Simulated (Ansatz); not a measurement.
ZrMo:
```xyz
2
Lattice="3.2995 0.0000 0.0000 0.0000 3.2995 0.0000 0.0000 0.0000 3.2995" Properties=species:S:1:pos:R:3 pbc="T T T"
Mo     0.0000     0.0000     0.0000
Zr     1.6497     1.6497     1.6497
```

Relaxed with PBEsol. Special points in fractions of this cell's reciprocal vectors: Γ (0.000, 0.000, 0.000); X (0.000, 0.500, 0.000); M (0.500, 0.500, 0.000); R (0.500, 0.500, 0.500).

Problem. List the band energies nearest the Fermi level at these points for DFT-PBEsol in the program Ansatz with PAW potentials.

Solution. In eV from the Fermi level; about four levels below and three above (degenerate sets whole), none deeper than 8.9 eV; points with the same levels are listed once.

| k | below | above |
|---|---|---|
| Γ | -5.81 -3.72 -3.72 | 0.24 0.24 0.24 |
| X | -2.43 -2.28 -1.66 -0.33 | 0.28 0.28 1.41 |
| M | -3.80 -3.56 -1.66 -1.66 | 2.49 2.49 2.67 |
| R | -1.17 -1.17 -1.17 -0.81 -0.81 -0.81 | 2.78 2.78 6.00 6.00 |

Space group Pm-3m (CsCl type). The start of the workflow was typed in or built on a structure type; neither database checked (COD, Materials Project) lists it. Whether it is the stable phase at ambient conditions was not checked. The PBEsol relaxation kept the symmetry of its start; its stability against distortions is not shown here. No spin polarisation was allowed. Scalar-relativistic: spin–orbit coupling is off unless named, which matters more the heavier the elements.

Potentials: the earlier of the program's two PAW sets. The files were generated under PBE; for other functionals the program regenerates the frozen cores, and for LDA and PBEsol the local potential too.
